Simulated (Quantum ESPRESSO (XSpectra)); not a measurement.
Quantum ESPRESSO (XSpectra) run for X-ray absorption at the Al K edge of AlN (F-43m). Geometry: Materials Project entry mp-1700 (a computed structure). The cell is the entry's, not relaxed again. The ground-state test found a gap, so occupations are fixed and the excited electron is left out (charged cell on a uniform background); energies count from the highest occupied level. pw.x input:

```
&CONTROL
  calculation = 'scf'
  prefix = 'x'
  pseudo_dir = './pseudo'
  outdir = './out'
/
&SYSTEM
  ibrav = 0
  nat = 32
  ntyp = 3
  ecutwfc = 65
  tot_charge = 1
  occupations = 'fixed'
/
&ELECTRONS
  conv_thr = 3.2e-07
  mixing_beta = 0.4
/
ATOMIC_SPECIES
Alh 26.982 Al.lda-tm-gipaw-star1s.UPF
Al 26.982 Al.lda-tm-gipaw.UPF
N 14.007 N.lda-tm-gipaw.UPF
CELL_PARAMETERS angstrom
  -4.367990000   -4.367990000   -4.367990000
   4.367990000    4.367990000   -4.367990000
   4.367990000   -4.367990000    4.367990000
ATOMIC_POSITIONS crystal
Alh    0.750000000    0.750000000    0.500000000
Al     0.750000000    0.500000000    0.750000000
Al     0.500000000    0.750000000    0.750000000
Al     0.750000000    0.250000000    0.000000000
Al     0.500000000    0.500000000    0.000000000
Al     0.250000000    0.750000000    0.000000000
Al     0.750000000    0.000000000    0.250000000
Al     0.500000000    0.250000000    0.250000000
Al     0.250000000    0.500000000    0.250000000
Al     0.000000000    0.750000000    0.250000000
Al     0.500000000    0.000000000    0.500000000
Al     0.250000000    0.250000000    0.500000000
Al     0.000000000    0.500000000    0.500000000
Al     0.250000000    1.000000000    0.750000000
Al     1.000000000    0.250000000    0.750000000
Al     0.000000000    0.000000000    0.000000000
N      0.500000000    0.750000000    0.500000000
N      0.500000000    0.500000000    0.750000000
N      0.250000000    0.750000000    0.750000000
N      0.500000000    0.250000000    0.000000000
N      0.250000000    0.500000000    0.000000000
N      0.000000000    0.750000000    0.000000000
N      0.500000000    0.000000000    0.250000000
N      0.250000000    0.250000000    0.250000000
N      0.000000000    0.500000000    0.250000000
N      0.750000000    0.750000000    0.250000000
N      0.250000000    0.000000000    0.500000000
N      0.000000000    0.250000000    0.500000000
N      0.750000000    0.500000000    0.500000000
N      1.000000000    1.000000000    0.750000000
N      0.750000000    0.250000000    0.750000000
N      0.750000000    0.000000000    0.000000000
K_POINTS automatic
2 2 2 0 0 0
```

xspectra.x input:

```
&input_xspectra
  calculation = 'xanes_dipole'
  edge = 'K'
  prefix = 'x'
  outdir = './out'
  xonly_plot = .false.
  xiabs = 1
  xcoordcrys = .false.
  xepsilon(1) = 1.0
  xepsilon(2) = 0.0
  xepsilon(3) = 0.0
  xniter = 1500
  xcheck_conv = 50
  xerror = 0.002
  x_save_file = 'x0.sav'
/
&plot
  xnepoint = 451
  xemin = -5.0
  xemax = 40.0
  xgamma = 0.7
  terminator = .true.
  cut_occ_states = .true.
/
&pseudos
  filecore = 'core.wfc'
/
&cut_occ
  cut_desmooth = 0.1
  cut_stepl = 0.01
  cut_ierror = 1e-6
/
4 4 4 1 1 1
```

End of the pw.x output:

```
     4.6273   4.7129   4.8368   4.9109   4.9262   5.0845   5.2109   5.3946
     5.4390   5.4446   5.5994   5.7016   5.7171   5.7447   5.8345   5.8950
     5.9581   5.9777   6.0211   6.1081   6.1353   6.1505   6.5894   6.7755

          k =-0.8660 0.8660 0.8660 ( 19746 PWs)   bands (ev):

    -7.8538  -7.1133  -7.1133  -7.1133  -6.7351  -6.7351  -6.0541  -6.0541
    -6.0541  -5.9081  -5.3257  -5.3257  -5.3257  -5.0264  -5.0264  -5.0264
     0.0423   0.6899   0.6899   0.6899   2.0320   2.8390   2.8390   2.8567
     2.8567   2.8567   2.8603   2.8603   2.8603   3.2003   3.2003   3.4519
     3.7292   3.7292   3.7292   3.7614   3.8749   3.8749   3.8749   3.9554
     3.9554   4.0230   4.0230   4.0230   5.3492   5.3492   5.3492   5.6226
     5.6226   5.6226   5.7067   5.7067   5.7067   5.8961   5.8961   5.8961
     6.2309   6.2309   6.2768   6.2768   6.2768   6.2858   6.2858   6.2858

     highest occupied level (ev):     6.7755

!    total energy              =    -473.55052765 Ry
     estimated scf accuracy    <          8.3E-09 Ry

     The total energy is the sum of the following terms:
     one-electron contribution =     -18.54873935 Ry
     hartree contribution      =      89.67608925 Ry
     xc contribution           =    -191.35407280 Ry
     ewald contribution        =    -353.32380475 Ry

     convergence has been achieved in  11 iterations

     XML data file, charge density, pseudopotentials, collected wavefunctions
```

xspectra.x output, shortened:

```
... Begin STEP 1 ...

        Radial transition matrix element(s) used in the calculation of the
        initial vector of the Lanczos basis (|tilde{phi}_abs> normalized)
        | For PAW proj. (l=1) #1: radial matrix element =   0.026495834
        | For PAW proj. (l=1) #2: radial matrix element =   0.031773976

NB: the    16 k-point are not all listed below because npool=  4
        |-------------------------------------------------------------
        ! k-point #     1:  ( 0.2165, -0.2165, -0.2165),  0.0312,   1
        |-------------------------------------------------------------
 okvan= F
        |   Norm of the initial Lanczos vector: 0.20725160E-01
        !   => CONVERGED at iter    500 with error=  0.00097504
        |-------------------------------------------------------------
        ! k-point #     2:  ( 0.4330, -0.4330, -0.2165),  0.0312,   1
        |-------------------------------------------------------------
 okvan= F
        |   Norm of the initial Lanczos vector: 0.20725160E-01
        !   => CONVERGED at iter    500 with error=  0.00181752
        |-------------------------------------------------------------
        ! k-point #     3:  ( 0.6495, -0.6495, -0.2165),  0.0312,   1
        |-------------------------------------------------------------
 okvan= F
        |   Norm of the initial Lanczos vector: 0.20725160E-01
        !   => CONVERGED at iter    500 with error=  0.00097013
        |-------------------------------------------------------------

        ...
... Begin STEP 2 ...

     The spectrum is calculated using the following parameters:
        energy-zero of the spectrum [eV]:    6.7755
        the occupied states are elimintate from the spectrum
        xemin [eV]:  -5.00
        xemax [eV]:  40.00
        xnepoint:  451
        constant broadening parameter [eV]:    0.700
        Core level energy [eV]:  -1559.
         (from electron binding energy of neutral atoms in X-ray data booklet)

     Cross-section successfully written in xanes.dat

     ... End STEP 2 ...

     xanes        :    220.11s CPU    221.37s WALL (       1 calls)

     -------------------------------------------------------------------------
                                END JOB XSpectra
     -------------------------------------------------------------------------
```

xanes.dat for the field along x, every fifth line (energy in eV, cross section):

```
   -5.000   1.7500e-04
   -4.500   1.8770e-04
   -4.000   2.0200e-04
   -3.500   2.1820e-04
   -3.000   2.3680e-04
   -2.500   2.5830e-04
   -2.000   2.8350e-04
   -1.500   3.1310e-04
   -1.000   3.4870e-04
   -0.500   3.9220e-04
    0.000   4.4610e-04
    0.500   5.1560e-04
    1.000   6.0770e-04
    1.500   7.3600e-04
    2.000   9.2730e-04
    2.500   1.2410e-03
    3.000   1.8020e-03
    3.500   2.7220e-03
    4.000   4.0500e-03
    4.500   5.5710e-03
    5.000   6.6060e-03
    5.500   6.7900e-03
    6.000   7.3420e-03
    6.500   7.3400e-03
    7.000   6.7200e-03
    7.500   6.8730e-03
    8.000   7.9640e-03
    8.500   1.0920e-02
    9.000   1.5380e-02
    9.500   1.7910e-02
   10.000   1.7600e-02
   10.500   1.6570e-02
   11.000   1.5060e-02
   11.500   1.2140e-02
   12.000   9.6420e-03
   12.500   7.9270e-03
   13.000   6.5930e-03
   13.500   6.2750e-03
   14.000   6.5430e-03
   14.500   7.2800e-03
   15.000   7.0070e-03
   15.500   6.5810e-03
   16.000   6.2450e-03
   16.500   5.2180e-03
   17.000   4.6380e-03
   17.500   4.6820e-03
   18.000   4.7230e-03
   18.500   4.9120e-03
   19.000   5.1450e-03
   19.500   5.1010e-03
   20.000   5.1830e-03
   20.500   5.5740e-03
   21.000   6.5330e-03
   21.500   8.4970e-03
   22.000   1.0570e-02
   22.500   1.0940e-02
   23.000   9.4230e-03
   23.500   7.2050e-03
   24.000   5.9200e-03
   24.500   5.3550e-03
   25.000   5.1440e-03
   25.500   4.6050e-03
   26.000   3.7650e-03
   26.500   3.3400e-03
   27.000   3.1250e-03
   27.500   3.0420e-03
   28.000   3.1370e-03
   28.500   3.5830e-03
   29.000   4.4400e-03
   29.500   5.0700e-03
   30.000   5.2650e-03
   30.500   5.4240e-03
   31.000   5.6810e-03
   31.500   5.6260e-03
   32.000   5.3740e-03
   32.500   5.2880e-03
   33.000   5.2280e-03
   33.500   4.9370e-03
   34.000   4.3860e-03
   34.500   3.9380e-03
   35.000   4.0080e-03
   35.500   4.1220e-03
   36.000   4.1750e-03
   36.500   4.0600e-03
   37.000   3.6550e-03
   37.500   3.3840e-03
   38.000   3.0400e-03
   38.500   2.7120e-03
   39.000   2.6890e-03
   39.500   2.9100e-03
   40.000   3.2670e-03
```
